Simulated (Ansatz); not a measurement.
Which element?

Cell vectors (Å):

```
-2.1127  2.1127  2.1037
 2.1127 -2.1127  2.1037
 2.1127  2.1127 -2.1037
```

```tsv
atom	a	b	c
X	0.5000	0.5000	0.0000
```

Theory: LDA, all-electron LAPW in Ansatz 0.2.0, scalar-relativistic. k mesh 12×12×12, fine mesh 20×20×20, Fermi-Dirac smearing of 0.050 eV, lines of 0.25 eV, Drude damping 0.2 eV.

Independent-particle optical response of a crystal from Kohn-Sham bands on the fine mesh with a Drude term, no local fields or excitons; Cartesian axes as in the cell vectors.

* Fine mesh: 20, 20, 20
* Line width: 0.25 eV
* Drude damping: 0.2 eV
* Further gaussian width: 0.3 eV

```
photon energy (eV)  dielectric imag xx
               0.8               51.32
               1.6               11.73
               2.4                3.62
               3.2                2.38
                 4                2.84
               4.8                2.67
               5.6                2.79
               6.4                 1.4
               7.2                0.57
                 8                0.35
               8.8                0.24
               9.6                0.19
              10.4                0.14
              11.2                0.07
                12                0.04
              12.8                0.04
              13.6                0.03
              14.4                0.02
              15.2                0.02
                16                0.03
              16.8                0.02
              17.6                0.02
              18.4                0.02
              19.2                0.01
                20                0.02
```

All X atoms are one element. Which one was computed?

Ca; the crystal is Ca (I4/mmm, a database entry that needn't be its stable phase).

Known limits: these sums move with the mesh, by several per cent and more for small sheets; Fermi surface not resolved by the mesh; spectra summed at the mesh points alone.
